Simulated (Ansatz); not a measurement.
This SnPb5Se6 structure is the end of a relaxation. The cell was found from a structure generator's guess, not taken from experiment.

Method: DFT PBE, scalar-relativistic, plane waves, PAW in Ansatz 0.2.0. Cutoff 420 eV, Γ-centred mesh, Gaussian smearing, no spin polarisation.

```cif
data_structure
_symmetry_space_group_name_H-M 'P 1'
_symmetry_Int_Tables_number 1
_cell_length_a 4.3806
_cell_length_b 4.3806
_cell_length_c 21.4534
_cell_angle_alpha 90.000
_cell_angle_beta 90.000
_cell_angle_gamma 120.000
_cell_volume 356.53
loop_
_atom_site_label
_atom_site_type_symbol
_atom_site_fract_x
_atom_site_fract_y
_atom_site_fract_z
_atom_site_occupancy
Sn1 Sn 0.00000 0.00000 0.50000 1
Pb1 Pb 0.00000 0.00000 0.00000 1
Pb2 Pb 0.33333 0.66667 0.83197 1
Pb3 Pb 0.66667 0.33333 0.66397 1
Pb4 Pb 0.33333 0.66667 0.33603 1
Pb5 Pb 0.66667 0.33333 0.16803 1
Se1 Se 0.66667 0.33333 0.91598 1
Se2 Se 0.00000 0.00000 0.74795 1
Se3 Se 0.33333 0.66667 0.57946 1
Se4 Se 0.66667 0.33333 0.42054 1
Se5 Se 0.00000 0.00000 0.25205 1
Se6 Se 0.33333 0.66667 0.08402 1
```

Energies over the elements count from the elements' standard structures at the same level, with no fitted energy shifts. The references include grey tin.

(1) Find its symmetry and describe it.

(2) How far does it lie from the elements in energy?

(3) Is it a metal?

Results:

(1) P-3m1 (No. 164), with Sn and Pb ordered on rock salt sites. Conventional cell: a = 4.381 Å, c = 21.453 Å. Around Sn lie 6 Se at 3.05 Å; Pb on a site of symmetry -3m has 6 Se at 3.11 Å; Pb on a site of symmetry 3m is surrounded by 6 Se at 3.11 Å; around Se on its first site lie 6 Pb at 3.11 Å; 3 more sites not described.

(2) −0.541 eV/atom. Whether it is stable depends on the other phases of the system, which aren't compared here.

(3) No, the gap on the 12×12×2 mesh is 0.26 eV.

The last run used a 12×12×2 mesh (in the run's order of axes) for its 12-atom cell and Gaussian smearing of 0.01 eV. Spin–orbit coupling, which can matter for Pb, is left out. Kohn–Sham gaps at this level usually fall short of measured ones. The missing spin–orbit coupling can work the other way here. The reference form of Se is held partly by dispersion forces, which this level lacks. Small gaps are read on the mesh alone, and bands can cross between its points. A structure relaxed within its symmetry needn't be a true minimum.
